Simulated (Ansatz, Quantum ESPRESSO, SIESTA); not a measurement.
## One calculation of BPd4, 3 ways

```
Pd B
1.0
     2.89203    0.00000    0.00000
     0.00000    4.36501    0.00000
     0.00000    0.00000    5.85632
Pd B
4 1
Direct
  0.50000 0.00000 0.19758
  0.00000 0.00000 0.61947
  0.00000 0.50000 0.32916
  0.50000 0.50000 0.86756
  0.50000 0.00000 0.86323
```

The cell comes from a database or a generator and needn't be the stable form of this composition.

Alike in all runs: task band structure; functional PBEsol; k mesh 9 × 6 × 5; occupations fermi-dirac, width 0.05 eV; no spin polarisation; no spin-orbit coupling. Pressure is positive in compression and, in plane waves, holds the error of the finite cutoff, which Ansatz's Pulay term estimates and takes out.

| program and potentials | plane-wave cutoff (eV) | notes | pressure (GPa) | largest force (eV/Å) |
| --- | --- | --- | --- | --- |
| Ansatz, Ansatz PAW | 420 | potentials made for PBE, which Ansatz adapts in part; 15 valence electrons an atom on average; Pulay term of +0.07 GPa included | -8.54 | 0.198 |
| SIESTA, files PseudoDojo sr-pbesol-0.4.1-standard, DZP (energy shift 0.003 Ry; two zetas on semicore shells) | - | atomic basis; 15 valence electrons an atom on average | -6.72 | 0.099 |
| Quantum ESPRESSO, GBRV 1.5 PBEsol | 612 | 13.4 valence electrons an atom on average | -8.32 | 0.166 |

Force on atom 1 (Pd), eV/Å:

```csv
program and potentials,x,y,z
"Ansatz, Ansatz PAW",0.000,0.000,-0.198
"SIESTA, files PseudoDojo sr-pbesol-0.4.1-standard, DZP (energy shift 0.003 Ry; two zetas on semicore shells)",0.000,0.000,-0.095
"Quantum ESPRESSO, GBRV 1.5 PBEsol",0.000,0.000,-0.166
```

The pressure spans -8.54 (Ansatz, Ansatz PAW) to -6.72 GPa (SIESTA, files PseudoDojo sr-pbesol-0.4.1-standard, DZP (energy shift 0.003 Ry; two zetas on semicore shells)). Rows in atomic bases carry the error of their basis and grid, which can be large.

Differences between rows come from potentials, basis sets and numerical settings, since the functional is the same but for its coding. Runs on potential files found faulty are left out.
